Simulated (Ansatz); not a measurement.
A generated cell, in the space group of a known form (sites not compared), of TiGe₂: Fddd, origin choice 1 (No. 70), oF24; a = 5.035 Å, b = 8.619 Å, c = 8.750 Å, α = β = γ = 90.00°; Ge 16f (0.000, 0.332, 0.000); Ti 8a (0.000, 0.000, 0.000). Method: r2SCAN (plane waves to 500 eV, PAW, scalar-relativistic; Ansatz, a first-principles code). Element references, the lowest calculated here: Ge (Fd-3m), Ti (P6/mmm, not the ambient form).

Total energies (eV/atom, σ → 0; comparable only within this code, potentials and settings):

```tsv
phase	E (eV/atom)
TiGe2 (Fddd)	-3703.792
Ge (Fd-3m)	-4302.906
Ti (P6/mmm)	-2504.386
```

**Question.** What is the formation energy of this Fddd form of TiGe2 from the elements?

**Answer.** E_f = -3703.792 − [1 × (-2504.386) + 2 × (-4302.906)] / 3 = -0.39 eV/atom (-1.2 eV per formula unit).

A lower structure of this composition may exist.

Static energies, no anion corrections, no zero-point energy. Values are rounded to 0.01 eV/atom. Not shown to be the ambient phase of their composition (a lower form may be missing, and a cell relaxed within its start's symmetry can be a saddle point): TiGe2 (Fddd). The compounds carry no spin polarisation.
